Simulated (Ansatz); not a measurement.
Notes on CsBe$_{3}$Cu$_{2}$

```xyz
12
Lattice="4.1188 5.1522 0.0000 4.1188 -5.1522 0.0000 0.0000 0.0000 -4.8512" Properties=species:S:1:pos:R:3 pbc="T T T"
Cs    4.1188    1.8342   -3.6384
Cs    4.1188   -1.8342   -1.2128
Cu    6.9526    0.0000    0.0000
Cu    1.2851    0.0000   -2.4256
Cu    1.2851    0.0000    0.0000
Cu    6.9526    0.0000   -2.4256
Be    4.1188   -3.9353   -3.6384
Be    4.1188    3.9353   -1.2128
Be    5.8866   -1.2221   -3.6384
Be    2.3510    1.2221   -1.2128
Be    5.8866    1.2221   -1.2128
Be    2.3510   -1.2221   -3.6384
```

Single point in Ansatz 0.2.0 with PBE, no spin polarisation. Cutoff 420 eV, PAW datasets, 5×5×7 Γ-centred k mesh, fermi-dirac filling (width 0.1 eV).

How is the charge shared?

Bader charges in e: Cs +0.38, Be +0.89 to +1.04, Cu -1.60. In the mean Be gives up most and Cu takes most.

Is it stable against the elements?

1.02 eV an atom against the elements' usual phases (free molecules for gases, crystals otherwise, with no correction for O₂ or N₂), so at this geometry it isn't bound against them. Relaxing would lower it.

Is there a gap?

It is a metal, with about 4.2 states/eV a cell as the mean within 0.25 eV of the Fermi level.

What does the stress say?

The pressure is 10.8 GPa (compression positive), so with the atoms held at these fractions the cell would first expand; the forces are large, so a full relaxation may end otherwise. The principal stresses 7.6, 10.2, 14.8 GPa differ, so its shape would change too.

Origin: a known structure type with other elements, at an estimated volume, so it need not be a known compound. Caveats: atoms or cell far from equilibrium.
